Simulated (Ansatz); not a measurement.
The relaxed structure here is a generated cell of BeCo: the first start was made by placing the elements on the sites of a structure type, and the end was not matched to a known phase here, so it may be hypothetical.

One starting cell of BeCo (a generated cell, BeCo built in the AFLOW prototype AB_hP2_187_d_a (B_h, as in WC)) was relaxed twice with Ansatz (plane waves, PAW, scalar-relativistic): with PBEsol at 420 eV and with PBE at 420 eV. The PBEsol result:

Space group P-6m2 (No. 187); a = 2.408 Å, b = 2.408 Å, c = 3.510 Å, α = 90.00°, β = 90.00°, γ = 120.00°

```tsv
atom	site	symmetry	x	y	z
Co	1a	-6m2	0.0000	0.0000	0.0000
Be	1d	-6m2	0.3333	0.6667	0.5000
```

| quantity | PBEsol | PBE |
|---|---|---|
| space group | P-6m2 | P-6m2 |
| volume (Å³/atom) | 8.82 | 9.09 |
| a (Å) | 2.408 | 2.437 |
| c (Å) | 3.510 | 3.534 |
| gap (eV, no spin-orbit coupling) | 0.00 | 0.00 |

Both levels end in the same structure; PBE's volume is 3.1 % larger. Neither column is exact.

No spin polarisation in the result. A magnetic state may lie lower.

The run could not lose the symmetry of its start; a randomly shaken copy of 4 atoms returns to this structure.

All atoms sit on sites fixed by symmetry, so only the cell could relax.

Ansatz is a quantum-chemistry and plane-wave program.
